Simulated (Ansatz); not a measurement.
**Computed properties of CaHBr**

CaHBr:
```
CELL_PARAMETERS angstrom
      3.82554     0.00000     0.00000
      0.00000     3.82554     0.00000
      0.00000     0.00000     8.06894
ATOMIC_POSITIONS crystal
  Ca 0.00000 0.50000 0.16001
  Ca 0.50000 0.00000 0.83999
  H  0.50000 0.50000 0.00000
  H  0.00000 0.00000 0.00000
  Br 0.00000 0.50000 0.67525
  Br 0.50000 0.00000 0.32475
```

Space group P4/nmm (No. 129); conventional cell a = b = 3.8255 Å, c = 8.0689 Å, α = β = γ = 90.00°.

Method: plane-wave PAW r²SCAN+D4 (Ansatz code). Structure relaxed to zero pressure with the same functional. Other levels are named where they apply.

### Cell and energy

```
Property                                                       Value
-----------------------------------------------------  -------------
Volume per atom                                             19.68 Å³
Density                                                   3.40 g/cm³
Formation energy from the elements (no fitted shifts)  -1.54 eV/atom
```

### Electronic structure

```
Item                                                                              Value
------------------------------------------------  -------------------------------------
Band gap                                                               4.55 eV (direct)
Valence-band maximum                                                               at Z
Conduction-band minimum                                                            at Z
Electron effective mass                           0.54, 0.54, 2.7 mₑ (principal values)
Electron effective mass with spin–orbit coupling  0.54, 0.54, 2.7 mₑ (principal values)
Hole effective mass                                0.33, 2.9, 2.9 mₑ (principal values)
Hole effective mass with spin–orbit coupling       0.33, 3.2, 3.2 mₑ (principal values)
HSE06 gap on the r²SCAN+D4 cell                                                 5.30 eV
Gap with spin–orbit coupling                                                    4.50 eV
```

### Charges

```
Property                               Value
-------------  -----------------------------
Bader charges  Ca +1.53, H -0.74, Br -0.79 e
```

The workflow started from a Materials Project entry (that database holds measured and hypothetical structures alike); the Crystallography Open Database files this formula in space group No. 129, but the cells were not matched. Whether it is the stable phase at ambient conditions was not checked. The cell was relaxed with r²SCAN+D4 under the symmetry of its start; whether a distortion lowers the energy is not shown. The references are the lowest solids computed at this level, not always the standard phases (solids in place of the gases). Scalar-relativistic: spin–orbit coupling is off unless named, which matters more the heavier the elements.

Potentials: the later of the program's two PAW sets.
